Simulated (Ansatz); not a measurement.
Input:

InGaN₂:
```cif
data_GaInN2
_chemical_formula_sum 'In1 Ga1 N2'
_space_group_name_H-M_alt 'P3m1'
_space_group_IT_number 156
_space_group_name_Hall 'P 3 -2"'
_cell_length_a 3.31995
_cell_length_b 3.31995
_cell_length_c 5.45412
_cell_angle_alpha 90.000
_cell_angle_beta 90.000
_cell_angle_gamma 120.000
loop_
_atom_site_label
_atom_site_type_symbol
_atom_site_symmetry_multiplicity
_atom_site_Wyckoff_symbol
_atom_site_fract_x
_atom_site_fract_y
_atom_site_fract_z
_atom_site_occupancy
In1 In 1 a 0.00000 0.00000 0.99662 1
Ga1 Ga 1 c 0.66667 0.33333 0.49588 1
N1 N 1 c 0.66667 0.33333 0.14656 1
N2 N 1 a 0.00000 0.00000 0.60254 1
```

This is the LDA-relaxed structure.

### Question
All from LDA in the plane-wave PAW code Ansatz, unless another level is named. Give the highest zone-centre frequency (without LO–TO term).

### Answer
667 cm⁻¹.

### Question
Predict the Young's modulus.

### Answer
196 GPa.

The workflow started from a Materials Project entry (that database holds measured and hypothetical structures alike); the Crystallography Open Database copy checked does not list it. With In and Ga taken as one species the cell has the higher symmetry P6_3mc, so it may be an ordered model of a mixed-site phase. Its standing as an ambient phase is unchecked. The cell was relaxed with LDA under the symmetry of its start; of distortions, only those at the zone centre were tested.

Potentials: the later of the program's two PAW sets.
